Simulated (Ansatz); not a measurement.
LiZn, DFT, LDA, all-electron LAPW, scalar-relativistic (Ansatz 0.2.0), run on 1 thread of Arm Neoverse V2 on a shared host.

The geometry is COD entry 1539532, unchecked; take it as a test cell. It is an old determination, and later ones may differ. The listed cell was then made from it by scaling, straining or moving an atom.

Command: `ansatz run input.yaml --threads 1 --pin off --max-ram 4096MiB --backend cpu --events-out ev --progress --plain --runs-dir out`

```yaml
crystal:
  lattice:
    - [0.03111, 3.126555, 3.126555]
    - [3.126555, 0.03111, 3.126555]
    - [3.126555, 3.126555, 0.03111]
  atoms:
    - { symbol: Li, position: [0.5, 0.5, 0.5] }
    - { symbol: Li, position: [0.75, 0.75, 0.75] }
    - { symbol: Zn, position: [0.0, 0.0, 0.0] }
    - { symbol: Zn, position: [0.25, 0.25, 0.25] }
kpoints:
  mp_grid: { grid: [9, 9, 9] }
  band_path:
    path:
      - [0.0, 0.0, 0.0]
      - [0.5, 0.5, 0.5]
      - [0.247543133, 0.5, 0.752456867]
      - [-0.247543133, 0.247543133, 0.5]
      - [0.0, 0.0, 0.5]
      - [0.0, 0.0, 0.0]
      - [-0.3737715665, 0.0, 0.3737715665]
      - [0.0, 0.3737715665, 0.6262284335]
      - [0.0, 0.5, 0.5]
    npoints: 5
scf:
  occupations: { method: fermi_dirac, width: 0.08 }
hamiltonian:
  xc: lda
  pseudopotentials: { kind: all_electron, lapw: { basis_error: 0.0005 } }
output:
  forces: true
  stress: true
  eigenvalues: true
```

Task: How large is the problem that the program sets up?

Result: 85 irreducible k-points, 633 plane waves at Γ, 28 bands.

Task: About how long does it take, and how much memory does it use?

Result: 47 s of wall time for 9 SCF iterations, with a peak of 0.63 GiB. Times on shared machines scatter by tens of per cent.
